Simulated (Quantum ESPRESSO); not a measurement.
# TiAl6Re: input and log of a self-consistent run

Computed values, not a measurement. The program is pw.x of Quantum ESPRESSO 7.5 (plane-wave density functional theory). The cell is made up: eight metal atoms on a hexagonal close-packed lattice, with elements, volume, strain and displacements drawn at random and not relaxed, so it may be unstable or far from any real phase. PseudoDojo standard norm-conserving files set the functional (PBE unless stated); there is no spin polarisation or spin-orbit coupling, the Fermi-Dirac width of 0.25 eV means electrons at about 2900 K, and the masses in the input are unused placeholders. Heavy elements are run without spin-orbit coupling, which real alloys of them have. A spin test at this wide smearing found no moment, but such smearing suppresses magnetism that the real alloy may have.

Input:

```
&control calculation='scf', pseudo_dir='./dojo.nc.sr.pbe.v0_5.standard.upf', outdir='./o', disk_io='minimal', tprnfor=.true., tstress=.true. /
&system ibrav=0, nat=8, ntyp=3, nbnd=33, ecutwfc=84.00895049, nosym=.true., tot_charge=0,
 occupations='smearing', smearing='fd', degauss=0.0183746611
/
&electrons conv_thr=1.470e-08, electron_maxstep=70, mixing_beta=0.5 /
ATOMIC_SPECIES
Al 1.0 Al.upf
Re 1.0 Re.upf
Ti 1.0 Ti.upf
CELL_PARAMETERS angstrom
0.0154 -0.0232 -4.6396
0.0221 5.0474 0.0248
5.6367 0.0255 -0.019
ATOMIC_POSITIONS angstrom
Ti -0.0654 0.0396 -0.1114
Al 2.9402 0.0371 0.0589
Al 1.4883 2.4636 0.162
Al 4.2345 2.7024 -0.0272
Re -0.0851 1.6092 -2.3587
Al 2.9657 1.6137 -2.3444
Al 1.3321 4.1393 -2.3337
Al 4.2946 4.2451 -2.2708
K_POINTS automatic
6 6 5 1 1 1
```

The log is shortened where brackets say so; the opening notice, blank lines, dates and the lines on written files are dropped, and the path of the files is cut. It prints rydbergs, bohrs and kilobars, and counts compression as positive stress. Its total energy is the free energy E - TS of the whole cell.

```
     Program PWSCF v.7.5
     Parallel version (MPI & OpenMP), running on       4 processor cores
     Number of MPI processes:                 4
     Threads/MPI process:                     1
     [start-up lines left out]
     bravais-lattice index     =            0
     lattice parameter (alat)  =       8.7677  a.u.
     unit-cell volume          =     890.7290 (a.u.)^3
     number of atoms/cell      =            8
     number of atomic types    =            3
     number of electrons       =        45.00
     number of Kohn-Sham states=           33
     kinetic-energy cutoff     =      84.0090  Ry
     charge density cutoff     =     336.0358  Ry
     scf convergence threshold =      1.5E-08
     mixing beta               =       0.5000
     number of iterations used =            8  plain     mixing
     Exchange-correlation= PBE
                           (   1   4   3   4   0   0   0)
     [axes and pseudopotential details left out]
   Cartesian axes
     site n.     atom                  positions (alat units)
         1        Ti     tau(   1) = (  -0.0140958   0.0085351  -0.0240103  )
         2        Al     tau(   2) = (   0.6337070   0.0079962   0.0126948  )
         3        Al     tau(   3) = (   0.3207762   0.5309845   0.0349162  )
         4        Al     tau(   4) = (   0.9126700   0.5824535  -0.0058625  )
         5        Re     tau(   5) = (  -0.0183418   0.3468340  -0.5083752  )
         6        Al     tau(   6) = (   0.6392031   0.3478039  -0.5052931  )
         7        Al     tau(   7) = (   0.2871101   0.8921514  -0.5029869  )
         8        Al     tau(   8) = (   0.9256235   0.9149546  -0.4894299  )
     number of k points=    90  Fermi-Dirac smearing, width (Ry)=  0.0184
                       cart. coord. in units 2pi/alat
        k(    1) = (   0.0816840   0.0766542  -0.0834470), wk =   0.0222222
        k(    2) = (   0.2463132   0.0759307  -0.0828969), wk =   0.0222222
     [further k points left out]
     Dense  grid:    92615 G-vectors     FFT dimensions: (  54,  60,  64)
     Estimated max dynamical RAM per process >     260.49 MB
     Estimated total dynamical RAM >     974.14 MB
     Initial potential from superposition of free atoms
     starting charge      44.9834, renormalised to      45.0000
     Starting wfcs are   44 randomized atomic wfcs
     total cpu time spent up to now is       16.3 secs
     per-process dynamical memory:   211.8 Mb
     Self-consistent Calculation
     iteration #  1     ecut=    84.01 Ry     beta= 0.50
     Davidson diagonalization with overlap
     ethr =  1.00E-02,  avg # of iterations =  3.4
     Threshold (ethr) on eigenvalues was too large:
     Diagonalizing with lowered threshold
     Davidson diagonalization with overlap
     ethr =  6.78E-04,  avg # of iterations =  2.4
     total cpu time spent up to now is       91.7 secs
     total energy              =    -320.07315175 Ry
     estimated scf accuracy    <       0.30262739 Ry
     iteration #  2     ecut=    84.01 Ry     beta= 0.50
     Davidson diagonalization with overlap
     ethr =  6.73E-04,  avg # of iterations =  5.0
     total cpu time spent up to now is      122.3 secs
     total energy              =    -320.03740666 Ry
     estimated scf accuracy    <       1.20318561 Ry
     iteration #  3     ecut=    84.01 Ry     beta= 0.50
     Davidson diagonalization with overlap
     ethr =  6.73E-04,  avg # of iterations =  2.9
     total cpu time spent up to now is      149.4 secs
     total energy              =    -320.17365803 Ry
     estimated scf accuracy    <       0.04663727 Ry
     iteration #  4     ecut=    84.01 Ry     beta= 0.50
     Davidson diagonalization with overlap
     ethr =  1.04E-04,  avg # of iterations =  3.7
     total cpu time spent up to now is      180.7 secs
     total energy              =    -320.17143534 Ry
     estimated scf accuracy    <       0.14879240 Ry
     iteration #  5     ecut=    84.01 Ry     beta= 0.50
     Davidson diagonalization with overlap
     ethr =  1.04E-04,  avg # of iterations =  2.0
     total cpu time spent up to now is      207.2 secs
     total energy              =    -320.18565447 Ry
     estimated scf accuracy    <       0.01099424 Ry
     [iterations 6 to 7 left out]
     iteration #  8     ecut=    84.01 Ry     beta= 0.50
     Davidson diagonalization with overlap
     ethr =  2.37E-07,  avg # of iterations =  2.1
     total cpu time spent up to now is      303.7 secs
     total energy              =    -320.18709817 Ry
     estimated scf accuracy    <       0.00000917 Ry
     iteration #  9     ecut=    84.01 Ry     beta= 0.50
     Davidson diagonalization with overlap
     ethr =  2.04E-08,  avg # of iterations =  4.0
     total cpu time spent up to now is      337.5 secs
     total energy              =    -320.18709997 Ry
     estimated scf accuracy    <       0.00000257 Ry
     iteration # 10     ecut=    84.01 Ry     beta= 0.50
     Davidson diagonalization with overlap
     ethr =  5.71E-09,  avg # of iterations =  2.0
     total cpu time spent up to now is      365.3 secs
     total energy              =    -320.18710026 Ry
     estimated scf accuracy    <       0.00000019 Ry
     iteration # 11     ecut=    84.01 Ry     beta= 0.50
     Davidson diagonalization with overlap
     ethr =  4.22E-10,  avg # of iterations =  4.1
     total cpu time spent up to now is      394.9 secs
     total energy              =    -320.18710031 Ry
     estimated scf accuracy    <       0.00000007 Ry
     iteration # 12     ecut=    84.01 Ry     beta= 0.50
     Davidson diagonalization with overlap
     ethr =  1.50E-10,  avg # of iterations =  2.0
     total cpu time spent up to now is      418.7 secs
     End of self-consistent calculation
     [lines on levels left out]
!    total energy              =    -320.18710033 Ry
     estimated scf accuracy    <          1.5E-09 Ry
     smearing contrib. (-TS)   =      -0.07139580 Ry
     internal energy E=F+TS    =    -320.11570453 Ry
     The total energy is F=E-TS. E is the sum of the following terms:
     one-electron contribution =    -163.32680741 Ry
     hartree contribution      =      97.27838017 Ry
     xc contribution           =     -65.06097793 Ry
     ewald contribution        =    -189.00629936 Ry
     convergence has been achieved in  12 iterations
     Forces acting on atoms (cartesian axes, Ry/au):
     atom    1 type  3   force =     0.03874828    0.02796712    0.02523073
     atom    2 type  1   force =    -0.04719449   -0.02001998   -0.00911674
     atom    3 type  1   force =    -0.02246660    0.00437259   -0.03212680
     atom    4 type  1   force =     0.01764988   -0.04126334    0.00583779
     atom    5 type  2   force =     0.03165959    0.01917842    0.00942753
     atom    6 type  1   force =    -0.02759593    0.01005610    0.01821709
     atom    7 type  1   force =     0.02077705    0.00946144    0.00559532
     atom    8 type  1   force =    -0.01157779   -0.00975236   -0.02306491
     Total force =     0.114904     Total SCF correction =     0.000067
     Computing stress (Cartesian axis) and pressure
          total   stress  (Ry/bohr**3)                   (kbar)     P=      -41.86
  -0.00029486  -0.00004084   0.00005438          -43.38       -6.01        8.00
  -0.00004084  -0.00041177   0.00003098           -6.01      -60.57        4.56
   0.00005438   0.00003098  -0.00014706            8.00        4.56      -21.63
     init_run     :     14.39s CPU     14.95s WALL (       1 calls)
     electrons    :    397.61s CPU    402.50s WALL (       1 calls)
     forces       :      5.67s CPU      5.72s WALL (       1 calls)
     stress       :     19.21s CPU     19.23s WALL (       1 calls)
     [timing details left out]
     PWSCF        :   7m18.28s CPU   7m23.84s WALL
     JOB DONE.
```

In other units: free energy -4356.367 eV for the cell, pressure -4.19 GPa, largest force component 1.213 eV/Å in size. The run took 446 s of wall time with four MPI processes on a shared machine (Intel Xeon, older, virtual cores), so the time is rough. A rerun of this cell at a higher cutoff and on a denser mesh moved values by no more than 0.004 eV in energy, 0.14 GPa in stress and 0.012 eV/Å in force, and a second program with other atomic files agreed on that cell to 2 % rms in force and 0.5 GPa in pressure.